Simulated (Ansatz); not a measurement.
# ZrB: a vibration from a frozen displacement

Method: DFT PBE, scalar-relativistic, plane waves, PAW (Ansatz 0.2.0). Cutoff 420 eV, Γ-centred 18×18×18 k-points, Gaussian smearing of 0.15 eV. No spin polarisation. Energies are free energies at this smearing, counted from the undisturbed cell; pressure is positive in compression.

Zero of the scan (as given, not relaxed at this level; it stands at 34.8 GPa, and it needn't be the usual structure):

```
Zr B
1.0
     0.00000    2.32500    2.32500
     2.32500    0.00000    2.32500
     2.32500    2.32500    0.00000
Zr B
1 1
Cartesian
  0.0000 0.0000 0.0000
  2.3250 2.3250 2.3250
```

Every B atom is moved by x along the Cartesian unit vector (0.000, 0.000, -1.000); the cell and all other atoms stay fixed. The cell's volume is 25.14 Å³; the moved atoms weigh 10.810 u together and the others 91.224 u. Some rows repeat others by symmetry and weren't run.

```csv
x (Å),ΔE (meV/cell),total force on the moved atoms along the move (eV/Å),pressure (GPa)
-0.5000,1735.83,8.4409,49.3768
-0.4375,1262.72,6.7645,45.8698
-0.3750,883.23,5.4101,43.0517
-0.3125,583.67,4.2031,40.6125
-0.2500,355.47,3.1160,38.5223
-0.1875,191.09,2.1689,36.8883
-0.1250,81.82,1.3475,35.7237
-0.0625,20.04,0.6453,35.0477
0.0000,0.00,0.0000,34.8256
0.0625,20.04,-0.6453,35.0477
0.1250,81.82,-1.3475,35.7237
0.1875,191.09,-2.1689,36.8883
0.2500,355.47,-3.1160,38.5223
0.3125,583.67,-4.2031,40.6125
0.3750,883.23,-5.4101,43.0517
0.4375,1262.72,-6.7645,45.8698
0.5000,1735.83,-8.4409,49.3768
```

Question: What frequency belongs to this motion?

Answer: The force constant is k = −dF/dx = 10.325 eV/Å², from the parabola through x = -0.0625, 0 and 0.0625. In every cell the moved atoms swing against the rest, so the mass is μ = m₁m₂/(m₁ + m₂) = 9.665 u, and ν̃ = 521.5 cm⁻¹ × √(|k|/μ) = 539 cm⁻¹, at this cell's pressure of 34.8 GPa. To first order in x, and within 1 %, the force on every atom lies along the move and, within each of the two groups, in proportion to the atom's mass, so this is itself a mode at the zone centre of this cell.

Question: How far does the harmonic law reach?

Answer: At x = -0.500 Å, kx²/2 = 1290.60 meV against the computed 1735.83 meV (+34.5 %): the well stiffens in this direction at large amplitude.

Question: The pressure changes with x². What does that say about the frequency under compression?

Answer: With E = k(V)x²/2, k ∝ V^(−2γ) and x scaling with the cell as V^(1/3), P − P0 = −∂E/∂V = (2γ − 2/3) ΔE/V. At x = 0.1250 Å, V(P − P0) = 25.14 × 0.89812 / 160.2 eV = 140.90 meV and ΔE = 81.82 meV, so γ = 1/3 + V(P − P0)/(2ΔE) = 1.19. This is the Grüneisen parameter of the motion under uniform scaling of the cell: shrinking the cell evenly by 1 % in volume raises the frequency by about 1.19 %.

In a metal these slopes depend on the k mesh and the smearing.